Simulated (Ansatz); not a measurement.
According to DFT-r²SCAN in the program Ansatz with PAW potentials, ZnSnN2 in the orthorhombic phase (Pna2_1; Zn on 4a, Sn on 4a, N on 4a, N on 4a) relaxes to a = 5.847 Å, b = 6.733 Å, c = 5.474 Å. Zn has 4 nearest neighbours from 2.05 Å (tetrahedral); Sn has 4 nearest neighbours from 2.06 Å (tetrahedral); N on 4a has 4 nearest neighbours from 2.05 Å (tetrahedral); N on 4a has 4 nearest neighbours from 2.05 Å (tetrahedral). Against the elements it lies at -7.7 kJ/mol of atoms, with no fitted shifts.

The Kohn–Sham gap is 0.53 eV (direct). The valence maximum lies at Γ and the conduction minimum at Γ. The screened hybrid HSE06 puts the gap at 1.34 eV. Gap from r²SCAN with spin–orbit coupling: 0.53 eV. The electron mass is 0.068 mₑ (isotropic). The hole mass is 0.070, 2.1, 2.2 mₑ (principal values).

An equation-of-state fit gives a bulk modulus of 151 GPa. The elastic constants imply a Debye temperature near 458 K. Without the LO–TO term the highest mode at Γ lies at 667 cm⁻¹. Bader charges are Zn +1.12, Sn +2.01, N -1.57 to -1.56 e.

Symmetry was held in the r²SCAN relaxation. The references are the lowest solids computed at this level, not always the standard phases (solids in place of the gases). Spin–orbit coupling is left out wherever it is not named.

Potentials: the later of the program's two PAW sets.
